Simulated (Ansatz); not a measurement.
Input and command of a plane-wave DFT calculation in Ansatz:

```yaml
crystal:
  lattice:
    - [2.883325, 0.0, 0.0]
    - [0.0, 2.883325, 0.0]
    - [0.0, 0.0, 2.883325]
  atoms:
    - { symbol: Be, position: [0.0, 0.0, 0.0] }
    - { symbol: Pd, position: [0.5, 0.5, 0.5] }
basis:
  ecutwfc: 420
kpoints:
  mp_grid: { grid: [16, 16, 16] }
hamiltonian:
  xc: pbesol
scf:
  occupations: { method: gaussian, width: 0.15 }
output:
  forces: true
  stress: true
  eigenvalues: true
```

```bash
ansatz run input.yaml --threads 1 --pin off --max-ram 2560MiB --backend cpu --events-out ev --progress --plain --runs-dir out
```

Processor: Arm Neoverse V1, 1 thread, on a host shared with other jobs.

How long does it run, and how much memory does it take?

About 3.9 s on 1 thread of Arm Neoverse V1, with other jobs on the host, peak memory 0.32 GiB. It solves 14 bands at 165 k points (the mesh reduced by symmetry) with about 461 plane waves, in 6 SCF iterations.
